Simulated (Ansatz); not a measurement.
Relaxed WC (WC type, space group P-6m2):

```xyz
4
Lattice="5.8437 0.0000 0.0000 -1.4609 2.5304 0.0000 0.0000 0.0000 2.8471" Properties=species:S:1:pos:R:3 pbc="T T T"
W      0.0000     0.0000     0.0000
W      2.9219     0.0000     0.0000
C      1.4609     0.8435     1.4235
C      4.3828     0.8435     1.4235
```

Scan: atom 1 (W, nearest neighbour C at 2.207 Å; its periodic images, 2.8 Å or more away, move with it) is displaced towards the nearest neighbour, direction (0.662, 0.382, 0.645) in Cartesian axes, by s. The other atoms stay.

Level of theory: PBE (plane waves to 420 eV, PAW, scalar-relativistic; Ansatz, a first-principles code). k mesh 15×15×13 (Γ-centred), Fermi-Dirac smearing 0.05 eV. Left out: 1 of 11 points, with atoms too close for the PAW data. With partly filled bands, energies and forces of such displacements shift with the k mesh and the smearing. F⊥ is the part of the force across the line. Spin-orbit coupling is left out, though W is heavy. WC is run without spin polarisation. WC was relaxed with its symmetry unable to fall. 

```
s (Å)   |F⊥| (eV/Å)
------  -----------
-0.440        1.178
-0.352   (withheld)
-0.264   (withheld)
-0.176   (withheld)
-0.088        0.456
0.000         0.001
0.088    (withheld)
0.176         1.176
0.264         1.857
0.352         2.551
```

Fill in the missing entries.


- -0.352, |F⊥| (eV/Å): 1.213
- -0.264, |F⊥| (eV/Å): 1.090
- -0.176, |F⊥| (eV/Å): 0.817
- 0.088, |F⊥| (eV/Å): 0.550

(For displaced atoms, the force is minus the slope of the energy, and its curvature is a force constant, which sets phonon frequencies.)
